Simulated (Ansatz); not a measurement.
Bi2Se3:
```
Bi2Se3
1.0
    2.07439     1.19765     9.82666
   -2.07439     1.19765     9.82666
    0.00000    -2.39530     9.82666
Bi Se
2 3
Direct
  0.39899   0.39899   0.39899
  0.60101   0.60101   0.60101
  0.00000   0.00000   0.00000
  0.21512   0.21512   0.21512
  0.78488   0.78488   0.78488
```

r²SCAN+D4 (plane waves, PAW; program Ansatz) gives a gap of 0.68 eV without spin–orbit coupling, maximum at Γ, minimum at Γ.

### Question
What happens when spin–orbit coupling is switched on?

### Answer
The gap decreases by 0.65 eV, to 0.03 eV; maximum at Γ, minimum at Γ.

Space group R-3m. The cell was relaxed with r²SCAN+D4 under the symmetry of its start.

Potentials: the later of the program's two PAW sets.
